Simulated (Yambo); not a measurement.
G0W0@LDA for CsO (space group Immm, No. 71) in Yambo. Reference settings: 4×4×4 Γ-centred k mesh, 110 bands and a 6 Ry block in the screening, 110 bands in G with the Bruneval-Gonze terminator, plasmon pole fitted at 27.2 eV. The LDA gap Γ → (-0.5, -0.5, -0.5) on this mesh is 1.79 eV; G0W0 gaps are taken between the same points.

The settings were changed. The gap went from 3.42 eV to 3.51 eV, and the shift of the valence edge from -0.81 eV to -0.72 eV.

### Question
What was changed between the two runs?
(A) 29 bands in W, 29 bands in G, 3 Ry block
(B) 29 bands in W, 29 bands in G, 2 Ry block
(C) 2×2×2 mesh
(D) 62 bands in W, 62 bands in G, 5 Ry block

### Answer
D, 62 bands in W, 62 bands in G, 5 Ry block. The others gave (gap, valence shift): 2×2×2 mesh: 3.39, -0.78 eV; 29 bands in W, 29 bands in G, 2 Ry block: 4.33, -1.07 eV; 29 bands in W, 29 bands in G, 3 Ry block: 4.14, -0.86 eV.

Geometry relaxed with LDA; primitive cell a = b = c = 5.225 Å, α = 132.81°, β = 107.16°, γ = 91.46°.

The structure is a Materials Project entry; no match was found in the copy of COD used, and its stability was not checked.

A shift is the quasiparticle energy of the state minus its LDA energy.
